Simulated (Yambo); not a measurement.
A G0W0@PBE run in Yambo for AlAs (zinc blende, space group F-43m, No. 216) (4×4×4 Γ-centred k mesh, bands 5 to 202 and a 15 Ry block in the screening, 202 bands in G with the Bruneval-Gonze terminator, plasmon pole fitted at 27.2 eV) gives these matrix elements, in eV, at the band edges (Γ → X):

```tsv
state	E0	<Vxc>	<Σx>	<Σc(E0)>	Z
valence edge	0.000	-13.038	-14.925	0.948	0.787
conduction edge	1.453	-8.398	-4.792	-3.762	0.804
```

Problem. Solve the linearised quasiparticle equation for both states, give the gap, and say how exchange and correlation each act on it.

Solution. E = E0 + Z(Σx + Σc − Vxc). Valence: 0.000 + 0.787 × (-14.925 + (0.948) − (-13.038)) = -0.74 eV. Conduction: 1.453 + 0.804 × (-4.792 + (-3.762) − (-8.398)) = 1.33 eV. The gap is 2.07 eV, against 1.45 eV in PBE. Replacing Vxc by bare exchange alone would open it by 5.49 eV; correlation takes back 4.71 eV of that, and Z scales what is left. Nearest settings tried, and what they do to the gap: 105 bands in G: +2 meV; 105 bands in W, 105 bands in G: -59 meV; 9 Ry block (169 vectors against 331): -34 meV. Not varied: mesh. So the settings aren't converged at that level. Spin-orbit splittings are left out.

Geometry relaxed with PBEsol; primitive cell a = 4.013 Å, b = 4.013 Å, c = 4.013 Å, α = 60.00°, β = 60.00°, γ = 60.00°.

The potentials are those of PseudoDojo's stringent table.
